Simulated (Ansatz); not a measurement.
Te$_{2}$Pt in space group P-3m1 (No. 164; Te on 2d, Pt on 1a), plane-wave PAW LDA (Ansatz code), all energies at zero smearing, with the estimated change up to a 700 eV cutoff added, with one set of potentials and settings (totals compare only within such a set). Cell of 3 atoms (2 Te, 1 Pt): -25902.079 eV.

| element | reference phase | E (eV/atom) |
|---|---|---|
| Te | P3_121, 3 atoms in the cell | -6827.2741 |
| Pt | Fm-3m, 1 atoms in the cell | -12246.2748 |

Formation energy per atom, worked out: (-25902.079 − 2×(-6827.2741) − 1×(-12246.2748))/3 = -0.419 eV/atom (-40 kJ per mol of atoms), at 0 K, without zero-point energy or fitted corrections.

Symmetry was held in the LDA relaxation; of distortions, only those at the zone centre were tested. The run is not spin-polarised. A crystal of weakly bound layers computed without a dispersion correction: the cell and the soft elastic constants depend strongly on that. The references are the lowest solids computed at this level, not always the standard phases. Spin–orbit coupling is left out wherever it is not named.

Potentials: the earlier of the program's two PAW sets.
